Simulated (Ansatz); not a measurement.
**One input, then a changed one: Be (diamond type)**

First run: DFT, LDA, PAW with Ansatz's default frozen-core files, scalar-relativistic (Ansatz 0.2.0).

Command: `ansatz run input.yaml --threads 1 --pin off --max-ram 2048MiB --backend cpu --events-out ev --progress --plain --runs-dir out` It took 1.5 s on 1 thread of Arm Neoverse V2, on a shared host, peak memory 0.28 GiB.

```yaml
crystal:
  lattice:
    - [0.0, 2.4122195376, 2.4122195376]
    - [2.4122195376, 0.0, 2.4122195376]
    - [2.4122195376, 2.4122195376, 0.0]
  atoms:
    - { symbol: Be, position: [-0.125, -0.125, -0.125] }
    - { symbol: Be, position: [0.125, 0.125, 0.125] }
kpoints:
  mp_grid: { grid: [15, 15, 15] }
  band_path:
    path:
      - [0.0, 0.0, 0.0]
      - [0.5, 0.0, 0.5]
      - [0.625, 0.25, 0.625]
      - [0.375, 0.375, 0.75]
      - [0.0, 0.0, 0.0]
      - [0.5, 0.5, 0.5]
      - [0.5, 0.25, 0.75]
      - [0.5, 0.0, 0.5]
    npoints: 8
scf:
  occupations: { method: fermi_dirac, width: 0.08 }
hamiltonian:
  xc: lda
  pseudopotentials: { kind: paw }
output:
  forces: true
  stress: true
  eigenvalues: true
  populations: true
  dos: { projected: true, de: 0.2, e_range: [-14, 8] }
```

The cell comes from a relaxation on PAW files under the same functional, begun from a prototype that needn't be the stable phase.

This run: the series' base cell.

It converges in 6 SCF iterations at a pressure of 0.02 GPa, cutoff 420 eV.

The input is then changed:

```diff
   occupations: { method: fermi_dirac, width: 0.08 }
+  initial_density: { chi_scale: 0.3 }
 hamiltonian:
   populations: true
-  dos: { projected: true, de: 0.2, e_range: [-14, 8] }
```

Question: What does the second run give?

Answer: It converges in 5 SCF iterations at a pressure of 0.02 GPa, cutoff 420 eV, free energy 0.0 meV/atom against the first run's.
